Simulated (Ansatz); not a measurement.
# GePt under strain — ⁷³Ge nuclear quadrupole resonance

Cell: a structure deposited in the COD, relaxed with PBE at fixed cell and then changed (z compressed by 1 %, ions relaxed).

```
CELL_PARAMETERS angstrom
5.73200 0.00000 0.00000
0.00000 3.70100 0.00000
0.00000 0.00000 6.02712
ATOMIC_POSITIONS crystal
Ge 0.81764 0.75000 0.58888
Ge 0.18236 0.25000 0.41112
Ge 0.68236 0.25000 0.08888
Ge 0.31764 0.75000 0.91112
Pt 0.99704 0.75000 0.18971
Pt 0.00296 0.25000 0.81029
Pt 0.50296 0.25000 0.68971
Pt 0.49704 0.75000 0.31029
```

Atom numbers follow the list; atoms alike are taken as one site, whose name carries the number of the first.

Level of theory: DFT, PBE, plane waves and PAW, scalar-relativistic, 420 eV cutoff, Γ-centred 8×13×8 k-points, Fermi–Dirac smearing 0.05 eV (Ansatz 0.2.0).

⁷³Ge: I = 9/2, Q = -196.0 mb (year-2017 value). Static lattice, zero field.

Q: At which frequencies do the ⁷³Ge NQR lines lie?

A: For I = 9/2 and η = 0 the lines are |C_Q|/24 times 1, 2, 3 and 4; η shifts the lowest up most. At large η the states mix, and weaker lines appear at sums of the main ones; lines under 5 % of the strongest are left out.

```csv
site,atoms,V_zz (10²¹ V/m²),C_Q (MHz),η,line frequencies (MHz)
Ge,"1, 2, 3, 4",6.48,-30.7,0.99,"3.17, 3.19, 4.66, 4.68, 6.36"
```

The run finds no gap above 0.1 eV (a metal, or nearly one), so the gradients can move by 10 % or more with the k-mesh. Without spin–orbit coupling the gradients at and beside Pt can be off by some per cent, at some sites by more. At this changed cell the PBE pressure is 9 GPa.
